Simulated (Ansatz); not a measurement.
An Ansatz (a quantum-chemistry and plane-wave program) input:

Ansatz 0.2 input:
```yaml
crystal:
  lattice:
    - [0.0, 3.9559094392, 3.9559094392]
    - [3.9559094392, 0.0, 3.9559094392]
    - [3.9559094392, 3.9559094392, 0.0]
  atoms:
    - { symbol: Cs, position: [0.0, 0.0, 0.0] }
kpoints:
  mp_grid: { grid: [7, 7, 7] }
  band_path:
    path:
      - [[0.0, 0.0, 0.0], [0.5, 0.0, 0.5], [0.625, 0.25, 0.625]]  # Γ-X-U
      - [[0.375, 0.375, 0.75], [0.0, 0.0, 0.0], [0.5, 0.5, 0.5], [0.5, 0.25, 0.75], [0.5, 0.0, 0.5]]  # K-Γ-L-W-X
    npoints: 12
hamiltonian:
  xc: r2scan
  pseudopotentials: { kind: paw }
magnetization: { noncollinear: true, spin_orbit: true }
scf:
  n_extra_bands: 13
  convergence: { dr2_threshold: 0.0000000001 }
  occupations: { method: gaussian, width: 0.05 }
output: { eigenvalues: true }
```

Q: How many symmetry operations and irreducible k-points will the run report?

A: 48 operations, 20 of 343 k-points.

Q: With a cutoff of 500 eV, how many plane waves at Γ?

A: 3143.

It took about 60 core-seconds (a rough figure) on shared server cores.

Space group Fm-3m (fcc (Cu type)). The first step of the workflow began from a Materials Project structure, measured or hypothetical; the Crystallography Open Database files this formula in space group No. 225, but the cells were not matched. It is not the phase usual at ambient conditions (space group No. 229). The r²SCAN relaxation kept the symmetry of its start; its stability against distortions is not shown here.

Potentials: the later of the program's two PAW sets.

Ansatz is a plane-wave DFT program.
